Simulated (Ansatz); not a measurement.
The relaxed structure here is a generated cell of CoSi2: the first start was made by a random draw of sites in a space group, and the end was not matched to a known phase here, so it may be hypothetical. Known forms of CoSi2 include space group No. 225.

The end point of a relaxation of CoSi$_{2}$. Space group P1 (No. 1). The numbers are results of PBE (plane waves to 420 eV, PAW, scalar-relativistic; Ansatz, a program for electronic structure), not measurements.

```cif
data_Co2Si4
_chemical_formula_sum 'Co2 Si4'
_space_group_name_H-M_alt 'P1'
_space_group_IT_number 1
_space_group_name_Hall 'P 1'
_cell_length_a 4.39554
_cell_length_b 4.42487
_cell_length_c 4.48465
_cell_angle_alpha 100.103
_cell_angle_beta 93.963
_cell_angle_gamma 115.544
loop_
_atom_site_label
_atom_site_type_symbol
_atom_site_symmetry_multiplicity
_atom_site_Wyckoff_symbol
_atom_site_fract_x
_atom_site_fract_y
_atom_site_fract_z
_atom_site_occupancy
Co1 Co 1 a 0.95711 0.91065 0.00011 1
Co2 Co 1 a 0.53306 0.01190 0.35619 1
Si1 Si 1 a 0.46859 0.46135 0.21906 1
Si2 Si 1 a 0.08003 0.06138 0.53078 1
Si3 Si 1 a 0.84004 0.34474 0.86145 1
Si4 Si 1 a 0.38209 0.75102 0.76498 1
```

For CoSi2, the volume per atom comes out as 12.74 Å³ and the band gap is no gap (metallic). The shortest distances is Co–Si 2.27 Å; Si–Si 2.36 Å; Co–Co 2.67 Å and the k-mesh comes out as 11×11×10.

Band energies at high-symmetry points (eV from the Fermi level; labels of this space group; no spin-orbit coupling), from −5 eV up to 2.0 eV:

```
point                                                                                         energies
-----  -----------------------------------------------------------------------------------------------
Γ          -4.87 -4.56 -4.20 -3.93 -3.28 -2.78 -2.45 -2.21 -2.00 -1.53 -1.29 -0.73 0.11 0.60 1.24 1.58
X      -4.79 -4.50 -4.09 -3.75 -3.19 -2.99 -2.70 -2.30 -1.88 -1.21 -1.13 0.06 0.15 0.77 1.01 1.51 1.66
Y               -4.86 -3.97 -3.72 -3.49 -3.10 -2.70 -2.31 -1.88 -1.76 -1.64 -1.08 -0.72 0.14 0.80 1.86
Z                     -4.41 -3.46 -3.26 -2.86 -2.63 -2.18 -1.94 -1.66 -1.41 -1.21 -0.80 0.72 1.43 1.58
R2                              -4.87 -3.89 -3.26 -3.00 -2.83 -2.62 -1.92 -1.67 -1.57 -1.22 -1.09 0.69
T2             -4.62 -4.54 -4.27 -4.05 -3.05 -2.75 -2.31 -2.24 -1.93 -1.77 -1.35 -1.11 -0.14 0.75 1.30
U2                         -4.78 -3.58 -3.46 -3.18 -2.76 -2.19 -2.06 -1.71 -1.61 -0.92 -0.20 0.04 1.22
V2                         -4.64 -3.33 -3.24 -2.91 -2.84 -2.34 -2.11 -1.80 -1.49 -1.32 -1.10 0.83 1.92
```

No spin polarisation in the result. A magnetic state may lie lower.

It was reached from a disturbed copy of a R3 (No. 146) cell, against which it lies -0.30 eV/atom.
